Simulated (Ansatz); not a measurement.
MoPd:
```
MoPd
1.0
    2.69517     0.00000     0.00000
    0.00000     2.69517     0.00000
    0.00000     0.00000     4.12538
Pd Mo
1 1
Direct
  0.00000   0.00000   0.00000
  0.50000   0.50000   0.50000
```

Relaxed with r²SCAN.

### Question
Map the electron localisation function on the plane through (0.000, 0.000, 0.000) spanned by u = [1, 0, 0] and v = [0, 1, 1] in lattice vectors, from the program Ansatz at the r²SCAN level (PAW).

### Answer
x is the fraction of u, y of v (the angle between them is 90°; rows are the nearest grid lines); atoms in the plane: Pd at (0.00, 0.00), Mo at (0.50, 0.50).
```
| .=++-.   .-++=. |
|:-+*+-.   .-+*+-:|
|++**=:  .  :=**++|
|**+=-. ... .-=+**|
|==-:....:....:-==|
|.................|
|:::.         .:::|
|-:.   :-=-:   .:-|
|::  .=*%%%*=.  ::|
|:..:+%@@@@@%+:..:|
|:::+%@@###@@%+:::|
|::-*@@%=:=%@@*-::|
|::-*@@%=:=%@@*-::|
|:::+%@@###@@%+:::|
|:..:+%@@@@@%+:..:|
|::  .=*%%%*=.  ::|
|-:.   :-=-:   .:-|
|:::.         .:::|
|.................|
|==-:....:....:-==|
|**+=-. ... .-=+**|
|++**=:  .  :=**++|
|:-+*+-.   .-+*+-:|
| .=++-.   .-++=. |
```
Scale: ten equal steps from 0.171 (start of ' ') to 0.763 (end of '@'), in the order ' .:-=+*#%@'; x runs from 0.000 to 1.00, y from 0.000 (bottom) to 1.00 (top).

The density is the valence pseudo-density with augmentation charge, so density and ELF within about 1 Å of a nucleus are not all-electron values.

Space group P4/mmm (L1₀ or tetragonal B2). The start of the workflow was typed in or built on a structure type; neither database checked (COD, Materials Project) lists it. Its standing as an ambient phase is unchecked. The r²SCAN relaxation kept the symmetry of its start; whether a distortion lowers the energy is not shown. The run is not spin-polarised.

Potentials: the later of the program's two PAW sets.
